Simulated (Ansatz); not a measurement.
GeS2:
```cif
data_Ge2S4
_chemical_formula_sum 'Ge2 S4'
_space_group_name_H-M_alt 'P42/nmc :1'
_space_group_IT_number 137
_space_group_name_Hall 'P 4n 2n -1n'
_cell_length_a 3.44896
_cell_length_b 3.44896
_cell_length_c 10.46256
_cell_angle_alpha 90.000
_cell_angle_beta 90.000
_cell_angle_gamma 90.000
loop_
_space_group_symop_operation_xyz
  'x, y, z'
  '-y+1/2, x+1/2, z+1/2'
  '-x, -y, z'
  'y+1/2, -x+1/2, z+1/2'
  'x+1/2, -y+1/2, -z+1/2'
  '-y, -x, -z'
  '-x+1/2, y+1/2, -z+1/2'
  'y, x, -z'
  '-x+1/2, -y+1/2, -z+1/2'
  'y, -x, -z'
  'x+1/2, y+1/2, -z+1/2'
  '-y, x, -z'
  '-x, y, z'
  'y+1/2, x+1/2, z+1/2'
  'x, -y, z'
  '-y+1/2, -x+1/2, z+1/2'
loop_
_atom_site_label
_atom_site_type_symbol
_atom_site_symmetry_multiplicity
_atom_site_Wyckoff_symbol
_atom_site_fract_x
_atom_site_fract_y
_atom_site_fract_z
_atom_site_occupancy
Ge1 Ge 2 b 0.00000 0.00000 0.50000 1
S1 S 4 d 0.50000 0.00000 0.13519 1
```

Relaxed with LDA. LDA (plane waves, PAW; program Ansatz) gives a gap of 0.96 eV.

Problem. What gap does HSE06 give on the same cell (Ansatz, PAW)?

Solution. 2.32 eV, 1.36 eV more. The hybrid was solved on a coarser mesh and at special points; the gap given is the minimum over both.

| k | v1 LDA | c1 LDA | v1 HSE06 | c1 HSE06 |
|---|---|---|---|---|
| Γ | -0.15 | 0.96 | -0.11 | 2.32 |
| Z | -0.29 | 1.65 | [?] | [?] |
| M | -2.02 | 1.66 | -2.14 | 2.96 |
| A | -2.20 | 1.91 | [?] | [?] |
| R | -0.09 | 1.82 | [?] | [?] |
| X | -0.09 | 1.53 | [?] | [?] |

Problem. Top valence (v1) and lowest conduction level (c1) in eV from each method's valence maximum (which need not be a listed point): supply the withheld HSE06 values.

Solution. 
- R, v1 HSE06: -0.11
- R, c1 HSE06: 3.14
- X, v1 HSE06: -0.11
- X, c1 HSE06: 2.86
- Z, v1 HSE06: -0.25
- Z, c1 HSE06: 2.91
- A, v1 HSE06: -2.30
- A, c1 HSE06: 3.21

Cost on shared cores: the LDA run (SCF on a 8×8×3 mesh, then bands and DOS) very roughly 80 core-seconds, the HSE06 run (SCF on 5×5×2, then a few points) roughly 4 core-minutes; the tasks are unlike.

Space group P4_2/nmc. The first step of the workflow began from a Materials Project structure, measured or hypothetical; the Crystallography Open Database copy checked does not list it. COD files the formula under space group No. 14, 43, 82, 122, 217. Its standing as an ambient phase is unchecked. Symmetry was held in the LDA relaxation; whether a distortion lowers the energy is not shown. A crystal of weakly bound layers computed without a dispersion correction: the cell and the soft elastic constants depend strongly on that. Spin–orbit coupling is left out wherever it is not named.

Potentials: the later of the program's two PAW sets.
